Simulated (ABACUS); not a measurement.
Set-up for a self-consistent single point of Zn₂SeS (P-4m2, 4 atoms in the cell; from Materials Project mp-1215430, changed as shown).

```xyz
4
Lattice="3.9875 0.0000 0.0000 0.0000 3.9875 0.0000 0.0000 0.0000 5.6326" Properties=species:S:1:pos:R:3 pbc="T T T"
Zn     1.9937     0.0000     4.2980
Zn     0.0000     1.9937     1.3346
Se     0.0000     0.0000     2.8163
S      1.9937     1.9937     0.0000
```

Method: LDA (PW92), numerical atomic orbitals DZP (confined pseudo-atomic orbitals with Gaussian additions; energy shift 0.003 Ry), PseudoDojo 0.4 standard norm-conserving LDA (tails mended) pseudopotentials run with ABACUS.

ABACUS settings:

| setting | value |
|---|---|
| basis | DZP numerical atomic orbitals, energy shift 0.003 Ry |
| KPT | Gamma 6 6 4 0 0 0 |
| basis_type | lcao |
| dft_functional | PWLDA |
| ecutwfc | 100 Ry |
| smearing_method | fixed |
| potentials | PseudoDojo 0.4 standard norm-conserving LDA (tails mended) |
| symmetry | 1 |
| symmetry_prec | 1e-05 |
| ks_solver | genelpa |
| scf_nmax | 100 |
| scf_thr | 1.0e-07 |
| mixing_type | broyden |

Results:

- Number of valence electrons: 62
- Number of bands: 41
- Number of k-points after the program's reduction: 30
- Size of the basis: 90
- Number of SCF iterations: 9
- Free energy E − TS: -14970.5126 eV
- Top of the valence band (on the code's own zero): 6.86 eV
- Gap on the k-point mesh: 1.26 eV
- Pressure: -5.87 GPa
- Largest force (vector length): 0.123 eV/Å

Forces (eV/Å):
```tsv
atom	Fx	Fy	Fz
Zn1	0.000	0.000	-0.123
Zn2	0.000	0.000	0.123
Se3	0.000	0.000	0.000
S4	0.000	0.000	0.000
```

Stress (GPa, positive for compression):
```
-5.86   0.00   0.00
 0.00  -5.86   0.00
 0.00   0.00  -5.89
```

The gap is read on the k-point mesh of the run and can differ from the gap over the whole zone at this level.

For comparison: a first run was changed to give this one (lattice scaled by 1.02), and from it to this one the free energy goes up by 34.8 meV/atom, the pressure goes from -2.56 to -5.87 GPa and the gap on the mesh goes from 1.518 to 1.261 eV.

The atom-centred basis is finite, which shifts total energies, pressures, gaps and forces against plane waves. The structure comes from a collection of computed structures, made at another level of theory; the collection holds predicted forms beside known ones.

Cost on one core: around 11 core-seconds (rough).

The atomic orbitals were generated for these runs; they are not ABACUS's published sets and were checked against plane waves on a few crystals only.

“Tails mended”: in these copies of the files the far tail of each local potential was reset to the Coulomb form.
